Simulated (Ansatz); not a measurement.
In the program Ansatz at the PBEsol level (PAW), ZnS in the NiAs type structure (P6_3/mmc) relaxes to a = 3.565 Å, c = 5.816 Å. Zn has 6 nearest neighbours from 2.52 Å (octahedral); S has 6 nearest neighbours from 2.52 Å (trigonal prismatic). Against the elements it lies at -0.53 eV/atom, with no fitted shifts.

It is gapped at this level: 0.28 eV (indirect). The valence maximum lies on the Γ–M line, 38 % of the way from Γ and the conduction minimum at K (2 equivalent valleys). The screened hybrid HSE06 puts the gap at 1.49 eV. Electrons at the band edge weigh 0.20, 0.30, 0.30 mₑ (principal values). The hole mass is 0.19, 1.0, 3.7 mₑ (principal values).

An equation-of-state fit gives a bulk modulus of 98.5 GPa. The relaxed-ion elastic constants in GPa are C11 = 142, C12 = 85.0, C13 = 63.6, C33 = 182, C44 = 1.9. Perturbation theory gives ε∞ = 10.6 (xx = yy), 11.6 (zz). Letting the ions move raises it to ε0 = 36.9 (xx = yy), 139 (zz). Born charges are Zn +2.99, S -2.99 e. The phonon dispersion is unstable, down to 46i cm⁻¹. Without the LO–TO term the highest mode at Γ lies at 292 cm⁻¹.

The start of the workflow was typed in or built on a structure type; neither database checked (COD, Materials Project) lists it. It is not the phase usual at ambient conditions (space group No. 186, 216). Symmetry was held in the PBEsol relaxation; phonons show weakly imaginary modes. The references are the lowest solids computed at this level, not always the standard phases.

Potentials: the later of the program's two PAW sets.
